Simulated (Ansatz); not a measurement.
# Zone-centre phonons of In₂O at 8 GPa: input and output

All numbers below come from DFT LDA, scalar-relativistic, plane waves, PAW in Ansatz.

Launched with:
```bash
ansatz run input.yaml --threads 2 --pin off --max-ram 7168MiB --backend cpu --events-out ev --progress --plain --runs-dir out
```

Input (bare energies are in eV):
```yaml
crystal:
  lattice:
    - [3.1533184801, 0.0, 0.0]
    - [-1.57665924, 2.73085391, 0.0]
    - [0.0, 0.0, 12.1081375695]
  atoms:
    - { symbol: In, position: [0.0, 0.0, 0.3839854495] }
    - { symbol: In, position: [0.0, 0.0, 0.6160145505] }
    - { symbol: In, position: [0.6666666667, 0.3333333333, 0.1101432702] }
    - { symbol: In, position: [0.3333333333, 0.6666666667, 0.8898567298] }
    - { symbol: O, position: [0.6666666667, 0.3333333333, 0.2924560257] }
    - { symbol: O, position: [0.3333333333, 0.6666666667, 0.7075439743] }
basis:
  ecutwfc: 420
kpoints:
  mp_grid: { grid: [12, 12, 4] }
hamiltonian:
  xc: lda
scf:
  occupations: { method: fermi_dirac, width: 0.15 }
output:
  eigenvalues: true
phonons:
  method: dfpt
  eigenvectors: true
```

Results section of the output:
```
--- Phonons (Γ-DFPT): 6 representative perturbations + reference, on 164 of 576 k-points (Σ response iterations 19) ---
  k mesh reduced under 2 symmetry operations, with k and −k counted as one. Each operation leaves every solved perturbation unchanged. A smaller set is not used because it would not reduce the number of displacements ...
  ASR residual: 2.746e-4 → 0.000e0 eV/Å²; symmetrization residual: 3.003e-5 eV/Å²
  ASR residual per site (eV/Å²): 5.56e-5 5.56e-5 1.86e-6 1.86e-6 2.75e-4 2.75e-4
  Γ frequencies (cm⁻¹): 0.00 0.00 0.00 19.75 19.75 35.44 35.44 42.69 42.69 107.61 154.73 183.13 365.30 365.30 369.00 369.00 413.02 414.77
  non-analytic LO–TO correction: not included (Born effective charges unavailable; polar crystals: no LO–TO splitting at Γ)
```

It took 2.3 min on 2 threads of Intel(R) Xeon(R) 6975P-C (Granite Rapids) (shared host), peak memory 2.6 GiB.

The cell was built by swapping an element in a database structure (itself possibly hypothetical) and relaxing; it need not be the stable form of this composition. In a metal, frequencies and elastic constants depend on the k mesh and the smearing, soft modes and shear constants most. A semilocal functional can close a gap that the real compound has.